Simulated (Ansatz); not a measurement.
Os:
```
CELL_PARAMETERS angstrom
      0.00000     2.77788     2.77788
      2.77788     0.00000     2.77788
      2.77788     2.77788     0.00000
ATOMIC_POSITIONS crystal
  Os 0.00000 0.00000 0.00000
  Os 0.25000 0.25000 0.25000
```

Relaxed with PBE. Special points in fractions of this cell's reciprocal vectors: Γ (0.000, 0.000, 0.000); X (0.500, 0.000, 0.500); U (0.625, 0.250, 0.625); K (0.375, 0.375, 0.750); L (0.500, 0.500, 0.500); W (0.500, 0.250, 0.750).

Q: List the band energies nearest the Fermi level at these points for the program Ansatz at the PBE with spin–orbit coupling level (PAW).

A: In eV from the Fermi level; about four levels below and three above (degenerate sets whole), none deeper than 8.9 eV; points with the same levels are listed once.

```csv
k,below,above
Γ,-0.56 -0.56 -0.56 -0.56,2.55 2.55 2.55 2.55
X,-1.31 -1.31 -1.31 -1.31,2.11 2.11 2.11 2.11
U,-1.72 -1.72 -1.32 -1.32,1.67 1.67 2.36 2.36
L,-3.61 -3.61 -1.62 -1.62,0.30 0.30 0.36 0.36
W,-1.95 -1.95 -1.83 -1.83,2.42 2.42 2.49 2.49
```

Space group Fd-3m (diamond). The start of the workflow was typed in or built on a structure type; neither database checked (COD, Materials Project) lists it. It is not the phase usual at ambient conditions (space group No. 194). Symmetry was held in the PBE relaxation; its stability against distortions is not shown here. The run is not spin-polarised.

Potentials: the earlier of the program's two PAW sets.
